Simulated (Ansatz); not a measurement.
NaI:
Space group Fm-3m (No. 225); a = 6.260 Å, b = 6.260 Å, c = 6.260 Å, α = 90.00°, β = 90.00°, γ = 90.00°

```csv
atom,site,symmetry,x,y,z
Na,4a,m-3m,0.0000,0.0000,0.0000
I,4b,m-3m,0.5000,0.5000,0.5000
```
(The calculation used a cell of 2 atoms; values per cell refer to that cell.)

Relaxed with LDA.

Question: Which orbitals make up the states near the band edges in LDA in the plane-wave PAW code Ansatz?

Answer: Top 1 eV of the valence band: I 5p 98 %. Bottom 1 eV of the conduction band: Na 3s 75 %, I 5s 13 %, I 5p 7 %, outside the projected shells 5 %. Projections are on Löwdin-orthogonalised atomic valence shells; empty p or d shells of many metals are not among them.

Question: Tabulate the density of states.

Answer: States/eV per cell of 2 atoms, in 0.25 eV bins, energy from the valence-band maximum.

| E (eV) | total | I 5p | Na 3s | I 5s |
|---|---|---|---|---|
| -7.85 | 0.00 | 0.00 | 0.00 | 0.00 |
| -7.60 | 0.00 | 0.00 | 0.00 | 0.00 |
| -7.35 | 0.00 | 0.00 | 0.00 | 0.00 |
| -7.10 | 0.00 | 0.00 | 0.00 | 0.00 |
| -6.85 | 0.00 | 0.00 | 0.00 | 0.00 |
| -6.60 | 0.00 | 0.00 | 0.00 | 0.00 |
| -6.35 | 0.00 | 0.00 | 0.00 | 0.00 |
| -6.10 | 0.00 | 0.00 | 0.00 | 0.00 |
| -5.85 | 0.00 | 0.00 | 0.00 | 0.00 |
| -5.60 | 0.00 | 0.00 | 0.00 | 0.00 |
| -5.35 | 0.00 | 0.00 | 0.00 | 0.00 |
| -5.10 | 0.00 | 0.00 | 0.00 | 0.00 |
| -4.85 | 0.00 | 0.00 | 0.00 | 0.00 |
| -4.60 | 0.00 | 0.00 | 0.00 | 0.00 |
| -4.35 | 0.00 | 0.00 | 0.00 | 0.00 |
| -4.10 | 0.00 | 0.00 | 0.00 | 0.00 |
| -3.85 | 0.00 | 0.00 | 0.00 | 0.00 |
| -3.60 | 0.00 | 0.00 | 0.00 | 0.00 |
| -3.35 | 0.00 | 0.00 | 0.00 | 0.00 |
| -3.10 | 0.00 | 0.00 | 0.00 | 0.00 |
| -2.85 | 0.00 | 0.00 | 0.00 | 0.00 |
| -2.60 | 0.23 | 0.18 | 0.05 | 0.00 |
| -2.35 | 1.29 | 1.07 | 0.21 | 0.01 |
| -2.10 | 4.04 | 3.55 | 0.43 | 0.03 |
| -1.85 | 1.22 | 1.05 | 0.14 | 0.02 |
| -1.60 | 1.30 | 1.19 | 0.08 | 0.01 |
| -1.35 | 1.72 | 1.63 | 0.06 | 0.01 |
| -1.10 | 2.07 | 1.99 | 0.04 | 0.01 |
| -0.85 | 3.65 | 3.56 | 0.04 | 0.01 |
| -0.60 | 3.98 | 3.93 | 0.01 | 0.00 |
| -0.35 | 3.46 | 3.43 | 0.00 | 0.00 |
| -0.10 | 1.05 | 1.04 | 0.00 | 0.00 |
| 0.15 | 0.00 | 0.00 | 0.00 | 0.00 |
| 0.40 | 0.00 | 0.00 | 0.00 | 0.00 |
| 0.65 | 0.00 | 0.00 | 0.00 | 0.00 |
| 0.90 | 0.00 | 0.00 | 0.00 | 0.00 |
| 1.15 | 0.00 | 0.00 | 0.00 | 0.00 |
| 1.40 | 0.00 | 0.00 | 0.00 | 0.00 |
| 1.65 | 0.00 | 0.00 | 0.00 | 0.00 |
| 1.90 | 0.00 | 0.00 | 0.00 | 0.00 |
| 2.15 | 0.00 | 0.00 | 0.00 | 0.00 |
| 2.40 | 0.00 | 0.00 | 0.00 | 0.00 |
| 2.65 | 0.00 | 0.00 | 0.00 | 0.00 |
| 2.90 | 0.00 | 0.00 | 0.00 | 0.00 |
| 3.15 | 0.00 | 0.00 | 0.00 | 0.00 |
| 3.40 | 0.00 | 0.00 | 0.00 | 0.00 |
| 3.65 | 0.00 | 0.00 | 0.00 | 0.00 |
| 3.90 | 0.03 | 0.00 | 0.02 | 0.01 |
| 4.15 | 0.05 | 0.00 | 0.04 | 0.01 |
| 4.40 | 0.13 | 0.01 | 0.10 | 0.02 |
| 4.65 | 0.35 | 0.02 | 0.27 | 0.03 |
| 4.90 | 0.64 | 0.05 | 0.42 | 0.04 |
| 5.15 | 1.32 | 0.10 | 0.65 | 0.06 |
| 5.40 | 2.02 | 0.14 | 0.84 | 0.07 |
| 5.65 | 2.21 | 0.13 | 0.74 | 0.04 |
| 5.90 | 1.81 | 0.09 | 0.52 | 0.02 |
| 6.15 | 0.76 | 0.02 | 0.10 | 0.01 |
| 6.40 | 0.73 | 0.02 | 0.06 | 0.00 |
| 6.65 | 2.44 | 0.09 | 0.35 | 0.01 |
| 6.90 | 1.91 | 0.07 | 0.32 | 0.01 |
| 7.15 | 1.44 | 0.04 | 0.15 | 0.01 |
| 7.40 | 1.62 | 0.04 | 0.13 | 0.01 |
| 7.65 | 2.27 | 0.05 | 0.17 | 0.01 |
| 7.90 | 1.90 | 0.03 | 0.11 | 0.00 |
| 8.15 | 2.20 | 0.05 | 0.17 | 0.00 |
| 8.40 | 1.86 | 0.06 | 0.20 | 0.01 |

Symmetry was held in the LDA relaxation; phonons on a q-mesh show no instability. Spin–orbit coupling is left out wherever it is not named.

Potentials: the later of the program's two PAW sets.
